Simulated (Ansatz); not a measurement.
# Si3N4: Field gradients at the nuclei

The cell is a structure deposited in the COD, taken as it stands.

Space group P6_3/m (No. 176); a = 7.6093, c = 2.9079 Å, γ = 120.00°.

```csv
site,Wyckoff,site symmetry,x,y,z
Si,6h,m..,0.1742,0.7678,0.2500
N7,2c,-6..,0.3333,0.6667,0.2500
N9,6h,m..,0.3290,0.0390,0.2500
```

One atom of each set is listed.

Level of theory: DFT, PBE, plane waves and PAW (field gradients read without the response of the frozen cores, which leaves them typically 4 to 6 % off), scalar-relativistic, 420 eV cutoff, Γ-centred 4×4×10 k-points, Fermi–Dirac smearing 0.02 eV (Ansatz 0.2.0).

C_Q = eQV_zz/h, which is 24.18 MHz for Q = 1 b and V_zz = 10²¹ V/m²; η = (V_xx − V_yy)/V_zz.

¹⁴N: I = 1, Q = 20.44 mb. Q values from Pyykkö, Mol. Phys. 116, 1328 (2018).

```json
{"site": "Si", "atoms": "6", "first shell": "4 N at 1.71–1.79 Å", "V_zz (10²¹ V/m²)": "2.63", "η": "0.56", "C_Q (MHz)": "–"}
{"site": "N7", "atoms": "2", "first shell": "3 Si at 1.73 Å", "V_zz (10²¹ V/m²)": "-5.53", "η": "0.00", "C_Q (MHz)": "-2.73"}
{"site": "N9", "atoms": "6", "first shell": "3 Si at 1.71–1.79 Å", "V_zz (10²¹ V/m²)": "-5.01", "η": "0.05", "C_Q (MHz)": "-2.48"}
```

An axis of threefold or higher order runs through N7, so V_zz lies along it and η is zero. At N9 V_zz stands upright on the plane through its three neighbours (within 5°).

Si has no stable isotope with a ground-state quadrupole moment in the table, so no C_Q is given.

At this cell the PBE pressure is 6 GPa (principal stresses up to 12 GPa in size), so with PBE the cell would grow if it were relaxed. The entry's cell may itself be off. The largest force is 1.8 eV/Å, so the atoms aren't at the calculated equilibrium and relaxing them would move these values.

Hardware: 1 thread of Intel Xeon Platinum 8259CL CPU @ 2.50GHz (Skylake/Cascade Lake) (x86_64; 8 cores open to the job, memory cap 3.0 GiB, no GPU), a shared host with a load of 0.5 a core. Wall time 14 s, CPU time 14 s, peak memory 0.49 GiB.
